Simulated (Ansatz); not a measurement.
An Ansatz input:

```yaml
crystal:
  lattice:
    - [2.5770789429, 0.0, 0.0]
    - [0.0, 2.5770789429, 0.0]
    - [0.0, 0.0, 2.5770789429]
  atoms:
    - { symbol: W, position: [0.0, 0.0, 0.0] }
hamiltonian:
  xc: pbesol
  pseudopotentials:
    kind: paw
    azcp:
      W: "pseudopotentials/W.paw.azcp"
basis:
  ecutwfc: 420
  fft_grid_basis: typed
kpoints:
  mp_grid: { grid: [12, 12, 12], shift: [0, 0, 0] }
magnetization:
  spin_polarized: false
scf:
  occupations: { method: fermi_dirac, width: 0.1 }
relax:
  max_steps: 60
  f_tol: 0.01
  cell: {}
output:
  write_density: true
  write_potential: true
  elf: true
  volumetric_format: npy
```

Terminal output

```
Warning: the record states the generating functional pbe (its physics header spells it `PBE`), which answers neither for hamiltonian.xc's functional nor for the pbesol family's — results may be inconsistent (PPs are generated against a specific XC)
Engine: ansatz 0.2.0, aarch64-unknown-linux-gnu
Pseudopotentials: kind: paw
Pseudopotential: W, paw, valence charge 14, recommended cutoff 420 eV (normal) 
Functional definition: PBEsol
  exchange = pbesol_x
  correlation = pbesol_c
Crystal: 1 atoms, lattice volume = 17.115 Å³
Basis set: ecut = 420 eV, 341 PW (Γ), exchange–correlation on 36×36×36 points (8 copies of the dense FFT grid, shifted against one another)
Bands: 11, of which v1, the nominal top of the filled ones, is band 7 counted from 1 (6 counted from 0)
Symmetry: 48 space group operations
Space group: Pm-3m (ITA 221), of the structure as read, at distance tolerance 2.6e-5 Å
k-points: 84 of 1728
Non-local potential: W, projectors of the file, l = 0: 3, l = 1: 2, l = 2: 2, l = 3: 1
PAW form: soft (Blöchl's): semilocal exchange-correlation on the pseudo side does not see the compensation charge
PAW frozen core: W, regenerated for the run's functional, and the local potential with it (the file was generated under x = pbe(κ = 0.804, μ = 0.2195149727645171), c = pbe(β = 0.06672455060314922))
PAW one-centre angular grid: W, 590 points (default); XC on 64 Gauss nodes
Initial density: superposition of atomic densities (neutral atoms: chi_scale 0, normalization atom), corrected by the library's trained network
Initial wavefunctions: pseudopotential atomic-orbital guess
Functional: x = pbesol(κ = 0.804, μ = 0.12345679012345678), c = pbesol(β = 0.046)
SCF iter   1: F=—  HF=-10255.092637 eV  |F-HF|=—  |Δ(HF+E_count)|=         —  Δρ=4.92e-3  dr2=2.34e-3  ethr=1.77e-3  ⟨swp⟩=5.0  Hψ=5112  notcnv=0
SCF iter   2: F=—  HF=-10255.092247 eV  |F-HF|=—  |Δ(HF+E_count)|=   3.90e-4  Δρ=2.15e-3  dr2=2.61e-4  ethr=1.67e-5  ⟨swp⟩=2.0  Hψ=1841  notcnv=0
SCF iter   3: F=—  HF=-10255.092332 eV  |F-HF|=—  |Δ(HF+E_count)|=   8.47e-5  Δρ=6.26e-4  dr2=2.38e-5  ethr=1.86e-6  ⟨swp⟩=1.0  Hψ=924  notcnv=0
SCF iter   4: F=—  HF=-10255.092314 eV  |F-HF|=—  |Δ(HF+E_count)|=   1.78e-5  Δρ=2.81e-5  dr2=4.27e-8  ethr=1.70e-7  ⟨swp⟩=1.0  Hψ=924  notcnv=0
iter 5 did not close the SCF: its close was put off for the readings that it lacked (scf_convergence_deferred on its scf_iter line)
SCF iter   5: F=-10255.092314 eV  HF=-10255.092314 eV  |F-HF|=2.42e-10  |Δ(HF+E_count)|=   1.66e-8  Δρ=2.52e-6  dr2=6.52e-10  ethr=3.05e-10  ⟨swp⟩=2.4  Hψ=1579  notcnv=0
SCF iter   6: F=-10255.092314 eV  HF=-10255.092314 eV  |F-HF|=3.64e-12  |Δ(HF+E_count)|=  1.55e-10  Δρ=2.64e-7  dr2=3.29e-12  ethr=4.65e-12  ⟨swp⟩=4.7  Hψ=4369  notcnv=0
SCF 1 converged in 6 iterations: F = -10255.092314 eV  dr2 = 3.29e-12
relax step   1: F+E_penalty+E_count = -10255.09231412 eV  Δ(F+E_penalty+E_count) = +0.000e0 eV  max|allowed force component| = 0.000e0 eV/Å  Δτ_max = 0.0000 Å  P = +9.639 GPa  Ω = 17.115 Å³  (6 SCF iters, accepted)
...
Initial wavefunctions: pseudopotential atomic-orbital guess (no wavefunctions were taken with the density)
iter 1 solved again at ethr=2.22e-8 eV; its pass at ethr=3.10e-3 eV (dr2=3.11e-6 eV) is discarded
SCF iter   1: F=—  HF=-10255.111514 eV  |F-HF|=—  |Δ(HF+E_count)|=         —  Δρ=1.79e-4  dr2=2.92e-7  ethr=2.22e-8  ⟨swp⟩=3.2  Hψ=7760  notcnv=0
SCF iter   2: F=—  HF=-10255.111492 eV  |F-HF|=—  |Δ(HF+E_count)|=   2.28e-5  Δρ=8.89e-5  dr2=6.77e-8  ethr=2.09e-9  ⟨swp⟩=1.0  Hψ=924  notcnv=0
SCF iter   3: F=—  HF=-10255.111492 eV  |F-HF|=—  |Δ(HF+E_count)|=   5.49e-8  Δρ=2.65e-6  dr2=1.67e-10  ethr=4.84e-10  ⟨swp⟩=1.6  Hψ=1237  notcnv=0
SCF iter   4: F=-10255.111492 eV  HF=-10255.111492 eV  |F-HF|=1.09e-11  |Δ(HF+E_count)|=  5.46e-11  Δρ=1.93e-7  dr2=7.57e-12  ethr=1.00e-12  ⟨swp⟩=6.2  Hψ=3999  notcnv=0
SCF 5 converged in 4 iterations: F = -10255.111492 eV  dr2 = 7.57e-12
relax step   5: F+E_penalty+E_count = -10255.11149161 eV  Δ(F+E_penalty+E_count) = -2.092e-4 eV  max|allowed force component| = 0.000e0 eV/Å  Δτ_max = 0.0000 Å  P = +0.011 GPa  Ω = 17.773 Å³  stress off target by 1.14e-2 GPa  SCF on the basis re-selected at this cell (its energy is not comparable with the rows above)  (4 SCF iters)
basis re-selected at this cell: Δ(F+E_penalty+E_count) = -2.092e-4 eV, ΔP = -0.004 GPa vs the last step (what re-selecting the basis moved, of the pressure what is left beyond the Pulay correction that the steps carried, after the strain that the cell walked since its last selection, with what the two solves' SCF thresholds leave and, on support functions, any second-order correction that the steps lacked; it is no measure of the basis error at this ecutwfc). This SCF's stress stands 1.14e-2 GPa from its target on what of the cell is left free (relax.cell.stress_tol is 5.00e-2 GPa) and its largest allowed force component is 0.00e0 eV/Å (relax.f_tol is 1.00e-2 eV/Å): within both
SCF converged after 4 iterations
Free energy (F): -10255.111492 eV
Harris-Foulkes:  -10255.111492 eV  (|F-HF|=1.09e-11)
Internal energy: -10255.093210 eV  (E = F + TS)
E sigma→0 (E₀):  -10255.102351 eV
Entropy (-TS):   -0.018282 eV (-18.282 meV/atom)
Fermi energy:    19.546298 eV
--- Per-component energies (eV) ---
  E_band       = -121.121623
  E_kinetic    = 449.258182
  E_local      = -739.487645  (includes V_loc(G=0)·N_el)
  E_nonlocal   = 5.654591
  E_hartree    = 264.067356
  E_xc         = -264.027540
  E_vxc        = -237.152898  (∫ρ·V_xc dr)
  E_paw        = -8436.544704  (= ΣΔE_a)
  E_vpaw       = -127.528419  (= ΣTr[D̂ρ^β])
  E_aug_tail   = -0.000060  (compensation charges beyond the density's cutoff)
  E_ewald      = -1534.235181
  E_core_change = 0.221792  (= ΣΔE_core)
  E_smearing   = -0.018282  (= −TS)
  E_closure    = 0.000000  (closes the sum)
  Σ components = -10255.111492   (vs F -10255.111492, Δ=0.00e0)
--- Forces (eV/Å), atoms counted from 1 ---
  atom   1  W      0.00000000    -0.00000000     0.00000000
  max |Σ_I F_I| component: 4.11e-33 eV/Å
--- Stress (GPa, compression-positive) ---
        0.011404       0.000000       0.000000
        0.000000       0.011404       0.000000
        0.000000       0.000000       0.011404
  P = ⅓ Tr σ = 0.0114 GPa (0.114 kbar)
--- Band table (eV; the first three rows and the last of 84) ---
  k-point 0: bands = ["-54.4225", "-18.0171", "-18.0171", "-18.0171", "10.8357", "15.0856", "15.0856", "24.4469", "24.4469", "24.4469", "34.4019"]
  k-point 1: bands = ["-54.4152", "-18.1184", "-18.0086", "-18.0086", "11.0671", "15.1456", "15.3359", "24.0552", "24.0552", "24.4744", "33.2547"]
  k-point 2: bands = ["-54.3953", "-18.3889", "-17.9856", "-17.9856", "11.6848", "15.3140", "16.0684", "23.1362", "23.1362", "24.5503", "31.2223"]
  k-point 83: bands = ["-54.1020", "-19.0472", "-19.0472", "-19.0472", "15.4992", "15.4992", "15.4992", "26.8378", "27.5538", "27.5538", "31.4401"]
--- Relaxed structure (4 steps of the walk, 3 accepted, 1 SCFs on fresh bases) ---
  F+E_penalty+E_count = -10255.11149161 eV   max|allowed force component| = 0.000e0 eV/Å   (the final SCF, on the basis selected at the relaxed cell)
  cell:  # Å, volume = 17.7735 Å³
    - [2.609701352902174, -1.2839532962581572e-34, -2.487659511500179e-34]
    - [-7.703719777548943e-34, 2.609701352902174, 0.0]
    - [-5.055566104016494e-34, 0.0, 2.609701352902174]
  atoms:
    - { symbol: W, position: [0.0, 0.0, 0.0] }
```
